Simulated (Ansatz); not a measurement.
Ta2Si:
Space group I4/mcm (No. 140); a = 6.168 Å, b = 6.168 Å, c = 5.050 Å, α = 90.00°, β = 90.00°, γ = 90.00°

```tsv
atom	site	symmetry	x	y	z
Ta	8h	m.2m	0.1637	0.3363	0.0000
Si	4a	422	0.0000	0.0000	0.2500
```
(The calculation used a cell of 6 atoms; values per cell refer to that cell.)

Relaxed at zero pressure with r²SCAN (plane waves, PAW; program Ansatz).

**Question.** The volume is lowered by 9 % and shape and atoms relax at that volume. What pressure results, and how do the axes share the change?

**Answer.** 26.0 GPa; a -3.0 %, b -3.0 %, c -3.2 %; the energy rises by 108 meV/atom.

**Question.** Give the new structure.

**Answer.** 
Space group I4/mcm (No. 140); a = 5.980 Å, b = 5.980 Å, c = 4.888 Å, α = 90.00°, β = 90.00°, γ = 90.00°

```json
[
 {"atom": "Ta", "site": "8h", "symmetry": "m.2m", "x": "0.1624", "y": "0.3376", "z": "0.0000"},
 {"atom": "Si", "site": "4a", "symmetry": "422", "x": "0.0000", "y": "0.0000", "z": "0.2500"}
]
```

The phase is kept; no other phase was compared at this pressure.

The workflow started from a Materials Project entry (that database holds measured and hypothetical structures alike); the Crystallography Open Database copy checked does not list it. Whether it is the stable phase at ambient conditions was not checked. The r²SCAN relaxation kept the symmetry of its start; its stability against distortions is not shown here. The run is not spin-polarised. Spin–orbit coupling is left out wherever it is not named.

Potentials: the later of the program's two PAW sets.
